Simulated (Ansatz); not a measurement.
LiC₆:
```cif
data_C6Li
_chemical_formula_sum 'Li1 C6'
_space_group_name_H-M_alt 'P6/mmm'
_space_group_IT_number 191
_space_group_name_Hall '-P 6 2'
_cell_length_a 4.30621
_cell_length_b 4.30621
_cell_length_c 3.67490
_cell_angle_alpha 90.000
_cell_angle_beta 90.000
_cell_angle_gamma 120.000
loop_
_atom_site_label
_atom_site_type_symbol
_atom_site_symmetry_multiplicity
_atom_site_Wyckoff_symbol
_atom_site_fract_x
_atom_site_fract_y
_atom_site_fract_z
_atom_site_occupancy
Li1 Li 1 a 0.00000 0.00000 0.00000 1
C1 C 6 k 0.33359 0.33359 0.50000 1
```

Relaxed at zero pressure with DFT-r²SCAN in the program Ansatz with PAW potentials.

The volume is raised by 6 % and shape and atoms relax at that volume. What pressure results, and how do the axes share the change?

-3.4 GPa; a 0.3 %, b 0.3 %, c 5.3 %; the energy rises by 6 meV/atom.

Give the new structure.


Space group P6/mmm (No. 191); a = 4.3209 Å, b = 4.3209 Å, c = 3.8690 Å, α = 90.00°, β = 90.00°, γ = 120.00°

```json
[
 {"atom": "Li", "site": "1a", "symmetry": "6/mmm", "x": "0.0000", "y": "0.0000", "z": "0.0000"},
 {"atom": "C", "site": "6k", "symmetry": "m2m", "x": "0.3335", "y": "0.3335", "z": "0.5000"}
]
```

The phase is kept; no other phase was compared at this pressure.

The workflow started from a Materials Project entry (that database holds measured and hypothetical structures alike); the Crystallography Open Database copy checked does not list it. Its standing as an ambient phase is unchecked. The r²SCAN relaxation kept the symmetry of its start; of distortions, only those at the zone centre were tested.

Potentials: the earlier of the program's two PAW sets.
